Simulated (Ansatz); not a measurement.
Input file for Ansatz (an electronic-structure program):

Ansatz 0.2 input:
```yaml
crystal:
  lattice:
    - [3.144529355, 0.0, 0.0]
    - [0.0, 3.144529355, 0.0]
    - [0.0, 0.0, 3.144529355]
  atoms:
    - { symbol: Mg, position: [0.0, 0.0, 0.0] }
    - { symbol: Pd, position: [0.5, 0.5, 0.5] }
kpoints:
  mp_grid: { grid: [10, 10, 10] }
  band_path:
    path:
      - [[0.0, 0.0, 0.0], [0.0, 0.5, 0.0], [0.5, 0.5, 0.0], [0.0, 0.0, 0.0], [0.5, 0.5, 0.5], [0.0, 0.5, 0.0]]  # Γ-X-M-Γ-R-X
      - [[0.5, 0.5, 0.5], [0.5, 0.5, 0.0]]  # R-M
    npoints: 12
basis: { xc_grid: 2 }
hamiltonian:
  xc: pbesol
  pseudopotentials: { kind: paw }
magnetization: { noncollinear: true, spin_orbit: true }
scf:
  n_extra_bands: 12
  convergence: { dr2_threshold: 0.0000000001 }
  occupations: { method: gaussian, width: 0.05 }
output: { eigenvalues: true }
```

Output (shortened):

```
Pseudopotential: Mg, paw_fr, valence charge 10
Pseudopotential: Pd, paw_fr, valence charge 18
Functional definition: PBEsol
non-collinear run that drives no moment, with spin-orbit …
Crystal: 2 atoms, lattice volume = 31.093 Å³
Basis set: ecut = 420 eV, 619 PW (Γ), exchange–correlation on 48×48×48 points (8 copies of the dense FFT grid, shifted against one another)
Bands: 40, of which v1, the nominal top of the filled ones, is band 28 counted from 1 (27 counted from 0)
Symmetry: 48 space group operations + 48 with time reversal
k-points: 56 of 1000
Projection manifold: j_resolved (fully-relativistic pseudo-atomic orbitals)
SCF iter   1: F=—  HF=-8827.799485 eV  |F-HF|=—  |Δ(HF+E_count)|=         —  Δρ=2.70e-1  dr2=3.08e1  dr2_m=0.00e0 (ungated)  ethr=3.10e-3  |M|=0.00e0 ∫|m|=0.00e0 μB  |m|>n=0.0e0 m-floor=0.0e0 τ_xc=0.0e0  β_m=0.30  ⟨swp⟩=7.2  Hψ=5399  notcnv=0  defer=82
preconditioner: auto → none
SCF iter   2: F=—  HF=-8823.223823 eV  |F-HF|=—  |Δ(HF+E_count)|=    4.58e0  Δρ=1.24e-1  dr2=4.61e0  dr2_m=0.00e0 (ungated)  ethr=3.10e-3  |M|=0.00e0 ∫|m|=0.00e0 μB  |m|>n=0.0e0 m-floor=0.0e0 τ_xc=0.0e0  β_m=0.26  ⟨swp⟩=3.9  Hψ=2822  notcnv=0  defer=338
SCF iter   3: F=—  HF=-8822.182519 eV  |F-HF|=—  |Δ(HF+E_count)|=    1.04e0  Δρ=3.22e-2  dr2=1.39e-1  dr2_m=0.00e0 (ungated)  ethr=3.10e-3  |M|=0.00e0 ∫|m|=0.00e0 μB  |m|>n=0.0e0 m-floor=0.0e0 τ_xc=0.0e0  β_m=0.44  ⟨swp⟩=2.8  Hψ=2248  notcnv=0  defer=322
SCF iter   4: F=—  HF=-8822.172153 eV  |F-HF|=—  |Δ(HF+E_count)|=   1.04e-2  Δρ=1.50e-2  dr2=8.46e-2  dr2_m=0.00e0 (ungated)  ethr=4.98e-4  |M|=0.00e0 ∫|m|=0.00e0 μB  |m|>n=0.0e0 m-floor=0.0e0 τ_xc=0.0e0  β_m=0.50  ⟨swp⟩=2.0  Hψ=2137  notcnv=0  defer=322
SCF iter   5: F=—  HF=-8822.157585 eV  |F-HF|=—  |Δ(HF+E_count)|=   1.46e-2  Δρ=1.99e-3  dr2=1.11e-3  dr2_m=0.00e0 (ungated)  ethr=3.02e-4  |M|=0.00e0 ∫|m|=0.00e0 μB  |m|>n=0.0e0 m-floor=0.0e0 τ_xc=0.0e0  β_m=0.55  ⟨swp⟩=2.1  Hψ=1370  notcnv=0  defer=322
SCF iter   6: F=—  HF=-8822.157523 eV  |F-HF|=—  |Δ(HF+E_count)|=   6.17e-5  Δρ=2.67e-4  dr2=1.62e-5  dr2_m=0.00e0 (ungated)  ethr=3.96e-6  |M|=0.00e0 ∫|m|=0.00e0 μB  |m|>n=0.0e0 m-floor=0.0e0 τ_xc=0.0e0  β_m=0.71  ⟨swp⟩=1.9  Hψ=1225  notcnv=0  defer=322
SCF iter   7: F=—  HF=-8822.157527 eV  |F-HF|=—  |Δ(HF+E_count)|=   3.81e-6  Δρ=3.51e-5  dr2=3.19e-7  dr2_m=0.00e0 (ungated)  ethr=5.77e-8  |M|=0.00e0 ∫|m|=0.00e0 μB  |m|>n=0.0e0 m-floor=0.0e0 τ_xc=0.0e0  β_m=0.73  ⟨swp⟩=2.1  Hψ=1307  notcnv=0  defer=322
SCF iter   8: F=—  HF=-8822.157527 eV  |F-HF|=—  |Δ(HF+E_count)|=   3.56e-7  Δρ=9.55e-6  dr2=2.52e-8  dr2_m=0.00e0 (ungated)  ethr=1.14e-9  |M|=0.00e0 ∫|m|=0.00e0 μB  |m|>n=0.0e0 m-floor=0.0e0 τ_xc=0.0e0  β_m=0.86  ⟨swp⟩=2.2  Hψ=1507  notcnv=0  defer=322
SCF iter  10: F=-8822.157527 eV  HF=-8822.157527 eV  |F-HF|=1.64e-11  |Δ(HF+E_count)|=  7.37e-10  Δρ=2.65e-7  dr2=1.82e-11  dr2_m=0.00e0 (ungated)  ethr=1.00e-12  |M|=0.00e0 ∫|m|=0.00e0 μB  |m|>n=0.0e0 m-floor=0.0e0 τ_xc=0.0e0  ⟨swp⟩=7.9  Hψ=4584  notcnv=0
SCF 1 converged in 10 iterations: F = -8822.157527 eV  dr2 = 1.82e-11
NSCF: frozen V_eff on 74 k-points
SCF converged after 10 iterations
Magnetization: |M| = 0.0000 μB,  M = (+0.0000, +0.0000, +0.0000) μB
Absolute magnetization: 0.0000 μB (∫|m|)
  site 0: m = (+0.0000, +0.0000, +0.0000) μB, |m| = 0.0000 μB  (R = 1.12 Å)
  site 1: m = (+0.0000, +0.0000, +0.0000) μB, |m| = 0.0000 μB  (R = 1.12 Å)
Free energy (F): -8822.157527 eV
Harris-Foulkes:  -8822.157527 eV  (|F-HF|=1.64e-11)
Internal energy: -8822.155423 eV  (E = F + TS)
E sigma→0 (E₀):  -8822.156475 eV
Entropy (-TS):   -0.002104 eV (-1.052 meV/atom)
Fermi energy:    13.770881 eV
--- Per-component energies (eV) ---
  E_band       = -519.994384
  E_kinetic    = 592.545273
  E_local      = -3476.159549  (includes V_loc(G=0)·N_el)
  E_nonlocal   = 313.696628
  E_hartree    = 1327.945057
  E_xc         = -197.668548
  E_vxc        = -250.092147  (∫ρ·V_xc dr)
  E_paw        = -3967.404711  (= ΣΔE_a)
  E_vpaw       = -355.874615  (= ΣTr[D̂ρ^β])
  E_aug_tail   = 0.000173  (compensation charges beyond the density's cutoff)
  E_ewald      = -3415.473079
  E_core_change = 0.363334  (= ΣΔE_core)
  E_smearing   = -0.002104  (= −TS)
  E_closure    =  0.000000  (closes the sum)
  Σ components = -8822.157527   (vs F -8822.157527, Δ=0.00e0)
  [band-id]    e_kinetic+e_local+e_nonlocal+2·e_hartree+e_vxc+e_vpaw+e_augmentation_tail = -519.994124   (vs E_band -519.994384, Δ=2.60e-4)
--- Band table (eV; the first three rows and the last of 56) ---
  k-point 0: bands = ["-70.5628", "-70.5628", "-60.7776", "-60.7776", "-39.4254", "-39.4254", "-34.9284", "-34.9284", "-34.9284", "-34.9284", "-27.9071", "-27.9071", "-27.6199", "-27.6199", "-27.6199", "-27.6199", "6.0749", "6.0749", "9.6668", "9.6668", …
  k-point 1: bands = ["-70.5625", "-70.5625", "-60.7774", "-60.7774", "-39.4264", "-39.4264", "-34.9319", "-34.9319", "-34.9279", "-34.9279", "-27.9078", "-27.9078", "-27.6215", "-27.6215", "-27.6199", "-27.6199", "6.2431", "6.2431", "9.6996", "9.6996", …
  k-point 2: bands = ["-70.5618", "-70.5618", "-60.7771", "-60.7771", "-39.4291", "-39.4291", "-34.9408", "-34.9408", "-34.9266", "-34.9266", "-27.9096", "-27.9096", "-27.6254", "-27.6254", "-27.6198", "-27.6198", "6.7298", "6.7298", "9.7871", "9.7871", …
  k-point 55: bands = ["-70.5544", "-70.5544", "-60.7738", "-60.7738", "-39.4574", "-39.4574", "-34.9740", "-34.9740", "-34.9740", "-34.9740", "-27.9257", "-27.9257", "-27.6397", "-27.6397", "-27.6397", "-27.6397", "9.4424", "9.4424", "9.4424", "9.4424", …
```

Cost: around 26 core-seconds (rough) on shared cores.

Space group Pm-3m (CsCl type). The first step of the workflow began from a Materials Project structure, measured or hypothetical; the Crystallography Open Database files this formula in space group No. 221, but the cells were not matched. Its standing as an ambient phase is unchecked. Symmetry was held in the PBEsol relaxation. At this level the phase is mechanically unstable. The run is not spin-polarised.

Potentials: the later of the program's two PAW sets.

Ansatz is a plane-wave DFT program.
